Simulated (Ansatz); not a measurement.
Values for one crystal, relaxed and computed with the program Ansatz at the LDA level (PAW); other levels are named.

- Volume per atom: 25.17 Å³
- Band gap: 1.23 eV (direct)
- Hole effective mass, band 2 of 3 at the edge: 0.59 along [100], 0.59 along [110], 1.2 along [111] (mₑ)
- Zero-point energy: 21.5 meV/atom
- Conduction-band minimum: at Γ
- Pressure derivative B′: 5.1
- Hole effective mass, band 1 of 3 at the edge: 0.59 along [100], 2.8 along [110], 1.2 along [111] (mₑ)

Question: Pick the material that matches.
(A) SiC, zinc blende
(B) BP, zinc blende
(C) BN, zinc blende
(D) CuI, zinc blende

Answer: D, CuI, zinc blende

Space group F-43m (zinc blende). Symmetry was held in the LDA relaxation; phonons on a q-mesh show no instability. No spin polarisation was allowed. Spin–orbit coupling is left out wherever it is not named.

Potentials: the earlier of the program's two PAW sets.
